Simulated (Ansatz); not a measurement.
La (dhcp (α-La type), P6_3/mmc) at seven volumes, r²SCAN+D4 (plane waves, PAW; program Ansatz), shape and atoms relaxed at each. One row is withheld.

```
V (Å³/atom)  P (GPa)
-----------  -------
33.431             ?
34.533          1.50
35.636          0.71
36.738          0.00
37.840         -0.65
38.942         -1.26
40.044         -1.82
```

Q: Fit the shown pressures and predict the withheld one.

A: P = (3/2)B₀(x^(7/2) − x^(5/2))[1 + (3/4)(B′ − 4)(x − 1)] with x = (V₀/V)^(2/3). Least squares on the six rows gives V₀ = 36.741 Å³/atom, B₀ = 22.9 GPa, B′ = 1.78. At V = 33.431, x = 1.0650 and P = 2.33 GPa. The run itself gave 2.40 GPa.

The cell was relaxed with r²SCAN+D4 under the symmetry of its start. The pairwise dispersion correction was not fitted to metals. Spin–orbit coupling is left out wherever it is not named.

Potentials: the later of the program's two PAW sets.
